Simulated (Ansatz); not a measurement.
LaNiO$_{3}$ (cubic perovskite, space group No. 221) under volume change, PBEsol (plane waves, PAW; program Ansatz), scaled uniformly.

| V (Å³/atom) | E − E(relaxed) (meV/atom) | P (GPa) |
|---|---|---|
| 9.833 | (withheld) | (withheld) |
| 10.157 | 28.4 | 14.85 |
| 10.481 | 6.7 | 6.81 |
| 10.805 | 0.0 | -0.01 |
| 11.129 | 6.0 | -5.77 |
| 11.453 | 22.8 | -10.65 |
| 11.777 | (withheld) | (withheld) |

Q: What belongs in the gaps?

A: 
- 11.777, E − E(relaxed) (meV/atom): 48.6
- 11.777, P (GPa): -14.78
- 9.833, E − E(relaxed) (meV/atom): 67.8
- 9.833, P (GPa): 24.36

Q: What does a third-order Birch–Murnaghan fit give for V₀, B₀ and B′?

A: V₀ = 10.80 Å³/atom, B₀ = 208 GPa, B′ = 4.5.

Space group Pm-3m (cubic perovskite). The workflow started from a Materials Project entry (that database holds measured and hypothetical structures alike); the Crystallography Open Database copy checked does not list it. COD files the formula under space group No. 167. Whether it is the stable phase at ambient conditions was not checked. The PBEsol relaxation kept the symmetry of its start; whether a distortion lowers the energy is not shown. The workflow began spin-polarised and lost its moments. No Hubbard U is applied. Spin–orbit coupling is left out wherever it is not named.

Potentials: the later of the program's two PAW sets.
